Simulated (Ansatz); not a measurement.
Si$_{12}$W:
```cif
data_Si12W
_chemical_formula_sum 'W1 Si12'
_space_group_name_H-M_alt 'P6/mmm'
_space_group_IT_number 191
_space_group_name_Hall '-P 6 2'
_cell_length_a 7.08043
_cell_length_b 7.08043
_cell_length_c 5.24035
_cell_angle_alpha 90.000
_cell_angle_beta 90.000
_cell_angle_gamma 120.000
loop_
_atom_site_label
_atom_site_type_symbol
_atom_site_symmetry_multiplicity
_atom_site_Wyckoff_symbol
_atom_site_fract_x
_atom_site_fract_y
_atom_site_fract_z
_atom_site_occupancy
W1 W 1 a 0.00000 0.00000 0.00000 1
Si1 Si 12 n 0.33380 0.33380 0.26533 1
```

Relaxed with r²SCAN+D4.

**Question.** Tabulate the valence density and the electron localisation function along the shortest W–Si contact (2.74 Å), plane-wave PAW r²SCAN+D4 (Ansatz code).

**Answer.** 

```tsv
distance from W (Å)	density (e/Å³)	ELF
0.27	5.72	0.34
0.41	5.51	0.60
0.55	4.34	0.69
0.69	2.75	0.65
0.82	1.46	0.48
0.96	0.76	0.28
1.10	0.48	0.20
1.23	0.37	0.25
1.37	0.34	0.40
1.51	0.34	0.55
1.65	0.37	0.64
1.78	0.40	0.67
1.92	0.41	0.63
2.06	0.38	0.52
2.19	0.30	0.39
2.33	0.22	0.32
2.47	0.16	0.37
```

The density is the valence pseudo-density with augmentation charge, so density and ELF within about 1 Å of a nucleus are not all-electron values.

The start of the workflow was typed in or built on a structure type; neither database checked (COD, Materials Project) lists it. Its standing as an ambient phase is unchecked. The r²SCAN+D4 relaxation kept the symmetry of its start; whether a distortion lowers the energy is not shown. No spin polarisation was allowed. Its formation energy is positive at this level, so the cell may be metastable or incomplete. Scalar-relativistic: spin–orbit coupling is off unless named, which matters more the heavier the elements.

Potentials: the earlier of the program's two PAW sets.
